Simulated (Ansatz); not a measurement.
The relaxed structure here is a generated cell of Pb: the first start was made by placing the elements on the sites of a structure type, and the end was not matched to a known phase here, so it may be hypothetical. Known forms of Pb include space group No. 225.

A relaxed cell of Pb (Fd-3m (No. 227)), relaxed on a k-mesh at least as fine as the one used below. Computed with r2SCAN (plane waves to 500 eV, PAW, scalar-relativistic; Ansatz, a program for electronic structure). Γ-centred k-mesh 8×8×4 on the run's cell (coarser than for final values), Fermi–Dirac smearing 0.05 eV.

```yaml
crystal:
  lattice:
    - [0.00000, 3.47622, 3.47622]
    - [3.47622, 0.00000, 3.47622]
    - [6.95244, 6.95244, 0.00000]
  atoms:
    - { symbol: Pb, position: [0.00000, 0.00000, 0.00000] }
    - { symbol: Pb, position: [0.00000, 0.00000, 0.50000] }
    - { symbol: Pb, position: [0.25000, 0.25000, 0.12500] }
    - { symbol: Pb, position: [0.25000, 0.25000, 0.62500] }
```

The atoms are displaced by (Å):

```tsv
atom	ux	uy	uz
Pb1	-0.020	0.191	-0.122
Pb2	-0.068	-0.043	-0.195
Pb3	-0.058	0.058	0.019
Pb4	-0.018	-0.070	0.094
```

**Question.** What forces (eV/Å) and pressure result?

**Answer.** 
```
atom     Fx     Fy     Fz
----  -----  -----  -----
Pb1   -0.04  -0.74   0.76
Pb2    0.49  -0.19   1.26
Pb3   -0.19   0.44  -0.51
Pb4   -0.26   0.49  -1.51
```

Pressure +0.8 GPa.

**Question.** Estimate the energy cost of the displacement in the harmonic approximation and compare with the calculation.

**Answer.** For a harmonic well ΔE = −½ Σ F·u = 0.324 eV a cell, or 81 meV/atom. The calculated energy relative to the undisplaced cell is +0.08 eV/atom, so the harmonic estimate holds well.

No spin polarisation in the result.

The run that gave the undisplaced cell could not lose the symmetry of its start: the end is stationary, and may be a saddle point rather than a minimum.
